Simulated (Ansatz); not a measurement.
# Zone-centre modes in SnO

Computed with DFT PBE+D3(BJ), scalar-relativistic, plane waves, PAW in Ansatz 0.2.0. Settings: plane waves to 420 eV, k-mesh 12×12×10 (Γ-centred), Gaussian smearing 0.15 eV. No spin polarisation.

Reference structure (relaxed at this level):

```yaml
crystal:
  lattice:
    - [3.83710, 0.00000, 0.00000]
    - [0.00000, 3.83710, 0.00000]
    - [0.00000, 0.00000, 4.76213]
  atoms:
    - { symbol: Sn, position: [0.00000, 0.50000, 0.24324] }
    - { symbol: Sn, position: [0.50000, 0.00000, 0.75676] }
    - { symbol: O, position: [0.00000, 0.00000, 0.00000] }
    - { symbol: O, position: [0.50000, 0.50000, 0.00000] }
```

Harmonic modes by finite displacements of 0.02 Å, without the LO–TO term.

Task: At this geometry, is the structure stable against these modes?

Result: Yes: no mode is imaginary beyond 10 cm⁻¹, and only the three translations lie near zero.

Task: List the wavenumbers in cm⁻¹.

Result: 0, 0, 0, 110, 110, 204, 254, 254, 338, 359, 450, 450.

Cost: 1 run of about 4.5 core-minutes, on Arm Neoverse V1 (shared hosts).